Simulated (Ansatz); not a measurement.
The cell below belongs to a search over invented structures; it isn't taken from experiment.

Input and command of a plane-wave DFT calculation in Ansatz:

```yaml
crystal:
  lattice:
    - [3.5318535034, -6.7113559291, 0.0]
    - [3.5318535034, 6.7113559291, 0.0]
    - [0.0, 0.0, 3.3122683843]
  atoms:
    - { symbol: Zn, position: [0.2499601695, 0.7500398305, 0.5] }
    - { symbol: Zn, position: [0.7500398305, 0.2499601695, 0.5] }
    - { symbol: Si, position: [0.0, 0.0, 0.0] }
    - { symbol: "N", position: [0.0, 0.5, 0.5], spin: 0.66 }
    - { symbol: "N", position: [0.5, 0.0, 0.5], spin: 0.66 }
    - { symbol: "N", position: [0.0, 0.0, 0.5] }
basis:
  ecutwfc: 420
kpoints:
  mp_grid: { grid: [6, 6, 12] }
hamiltonian:
  xc: pbe
scf:
  occupations: { method: gaussian, width: 0.1 }
output:
  forces: true
  stress: true
  eigenvalues: true
  populations: true
  write_density: true
  write_potential: true
  elf: true
  volumetric_format: npy
magnetization:
  spin_polarized: true
relax:
  adjacent_minimum: "off"
  f_tol: 0.01
  max_steps: 80
  cell: { stress_tol: 0.05 }
```

```bash
ansatz run input.yaml --threads 1 --pin off --max-ram 2560MiB --backend cpu --events-out ev --progress --plain --runs-dir out
```

Processor: Arm Neoverse V1, 1 thread, on a host shared with other jobs.

**Question.** Estimate time, memory and problem size.

**Answer.** About 3.5 min, peak memory 0.86 GiB. It solves 29 bands at 91 k points (after reduction by symmetry) with about 3067 plane waves (on the last cell), in 27 SCF iterations over 2 ionic steps.
